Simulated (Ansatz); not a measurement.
Rutile alloy of SnO2 and TiO2 (17 of 24 Sn sites exchanged), 72 atoms

Ansatz, PAW, plane waves. PBEsol relaxation of cell lengths and atoms (angles held) at the single k point (½, ½, ½); single points on the relaxed atoms at the Γ point alone, onto which points of the small cell's zone fold. Arrangement: quasirandom. No spin–orbit coupling unless named.

Relaxed structure:

```xyz
72
Lattice="9.3153 0.0000 0.0000 0.0000 9.3175 0.0000 0.0000 0.0000 9.0411" Properties=species:S:1:pos:R:3 pbc="T T T"
Ti    0.0804    9.2651    0.0431
Ti    0.0338    0.0020    3.0636
Ti    0.0030    0.0688    5.9994
Ti    0.0284    4.7258    3.1001
Ti    0.0500    4.6631    5.9552
Ti    4.6083    0.0063    0.0377
Ti    4.6194    0.0663    2.9543
Ti    4.6257    4.6427    8.9875
Ti    4.5884    4.7204    6.0759
Ti    2.2334    2.3331    1.5830
Ti    2.3447    2.3213    4.6093
Ti    2.3388    2.3365    7.6162
Ti    2.4015    7.0233    1.4606
Ti    2.3029    7.0076    4.4501
Ti    2.2419    7.0302    7.4719
Ti    6.9597    2.4460    4.5166
Ti    6.9324    7.0939    4.5247
Sn    0.0746    4.6475    9.0324
Sn    4.6154    9.3173    6.0149
Sn    4.6121    4.6539    3.0253
Sn    6.9962    2.2908    1.5426
Sn    7.0002    2.2996    7.5000
Sn    7.0010    6.9898    1.5320
Sn    6.9957    6.9759    7.4951
O     1.4214    1.4287    0.0056
O     1.4163    1.4051    3.0066
O     1.4508    1.3993    6.0166
O     1.4723    6.1302    9.0293
O     1.4485    6.0817    3.0091
O     1.4122    6.0930    6.0411
O     6.0282    1.3616    9.0400
O     6.0319    1.3931    3.1119
O     6.1004    1.3950    5.9297
O     6.0459    6.0207    9.0388
O     6.0929    6.0672    3.1029
O     6.0229    6.0657    5.9204
O     3.1864    3.2572    9.0410
O     3.1906    3.1810    3.0195
O     3.2502    3.1981    6.0120
O     3.2179    7.9170    9.0358
O     3.2362    7.8714    3.0171
O     3.1819    7.8621    6.0190
O     7.9406    3.2144    9.0389
O     7.9186    3.2674    3.1045
O     7.9488    3.2474    5.9360
O     7.9958    7.8956    9.0356
O     7.9457    7.9225    3.1013
O     7.9173    7.9436    5.9266
O     0.9350    3.7038    1.5989
O     0.9456    3.7557    4.5123
O     0.9612    3.7065    7.4307
O     0.9475    8.4136    1.5085
O     0.9369    8.4042    4.5186
O     0.9285    8.4061    7.5317
O     5.5284    3.7467    1.4296
O     5.5685    3.7220    4.6050
O     5.5180    3.7825    7.5223
O     5.5243    8.4522    1.5141
O     5.5570    8.3789    4.4286
O     5.5391    8.4183    7.6078
O     3.7357    0.9008    1.5107
O     3.6795    0.9067    4.4269
O     3.7181    0.9448    7.6101
O     3.7257    5.6134    1.4282
O     3.6657    5.5676    4.6089
O     3.7401    5.5662    7.5256
O     8.4579    0.8289    1.5172
O     8.4836    0.9112    4.5157
O     8.4765    0.8464    7.5186
O     8.4518    5.5332    1.5922
O     8.4697    5.5709    4.5241
O     8.4290    5.5170    7.4356
```

Q: What are the mean bond lengths by pair (pairs within 1.2 times the sum of covalent radii, less contacts 15 % beyond the pair's median; cation–cation pairs of compounds aside; long ionic contacts are cut short by that bound)?

A: O–Sn 2.053 ± 0.014 Å (standard deviation, 42 bonds); O–Ti 1.966 ± 0.058 Å (standard deviation, 102 bonds).

Q: What gap lies between the top filled and the lowest empty level in the single points?

A: HSE06 3.68 eV (4.6 min on 7 threads of Neoverse-V2).
